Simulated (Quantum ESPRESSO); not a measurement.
NaI is modelled in the cubic space group Fm-3m (No. 225), the rock salt structure, Pearson symbol cF8. Cell: a = b = c = 6.305 Å, α = β = γ = 90.00°. Na on 4a is coordinated by 6 I at 3.152 Å (octahedral). I on 4b is surrounded by 6 Na at 3.152 Å (octahedral). (Neighbours: up to the widest gap in distance over summed covalent radii, below 1.35, at either atom; cation-cation contacts left out.)
(The calculation used a cell of 2 atoms; values per cell refer to that cell.)

The PBEsol cell relaxed from Materials Project entry mp-23268 was given an isotropic strain of -1.5 % on all lattice vectors, and the atoms were relaxed again.

What does norm-conserving PBEsol (Quantum ESPRESSO, 88 Ry, scalar-relativistic) give for the electronic structure near the Fermi level?

The PBEsol gap is direct, 3.72 eV at Γ. Spin-orbit coupling is left out, which matters for elements this heavy: edges can move by tenths of an eV.
